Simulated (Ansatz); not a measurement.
Ti3In:
```
Ti3In
1.0
    5.90037     0.00000     0.00000
   -2.95018     5.10987     0.00000
    0.00000     0.00000     4.77017
Ti In
6 2
Cartesian
  0.00000   1.69149   1.19254
  2.95018   3.41838   3.57762
  4.43549   0.84575   3.57762
 -1.48531   4.26412   1.19254
  1.48531   4.26412   1.19254
  1.46487   0.84575   3.57762
  0.00000   3.40658   3.57762
  2.95018   1.70329   1.19254
```

Relaxed with r²SCAN. Special points in fractions of this cell's reciprocal vectors: Γ (0.000, 0.000, 0.000); M (0.500, 0.000, 0.000); K (0.333, 0.333, 0.000); A (0.000, 0.000, 0.500); L (0.500, 0.000, 0.500); H (0.333, 0.333, 0.500).

Problem. List the band energies nearest the Fermi level at these points for r²SCAN (plane waves, PAW; program Ansatz).

Solution. In eV from the Fermi level; about four levels below and three above (degenerate sets whole), none deeper than 8.9 eV; points with the same levels are listed once.

| k | below | above |
|---|---|---|
| Γ | -0.57 -0.57 -0.31 -0.28 | 0.72 0.72 0.73 |
| M | -0.49 -0.43 -0.32 -0.21 | 0.58 0.67 0.74 |
| K | -1.26 -0.60 -0.60 -0.42 | 0.06 0.06 0.41 |
| A | -0.69 -0.69 -0.10 -0.10 | 0.28 0.28 0.28 0.28 |
| L | -0.20 -0.20 -0.01 -0.01 | 0.34 0.34 0.62 0.62 |
| H | -0.39 -0.39 -0.06 -0.06 | 0.56 0.56 0.95 0.95 |

Space group P6_3/mmc. The first step of the workflow began from a Materials Project structure, measured or hypothetical; the Crystallography Open Database copy checked does not list it. Its standing as an ambient phase is unchecked. The r²SCAN relaxation kept the symmetry of its start; its stability against distortions is not shown here. The run is not spin-polarised. Spin–orbit coupling is left out wherever it is not named.

Potentials: the later of the program's two PAW sets.
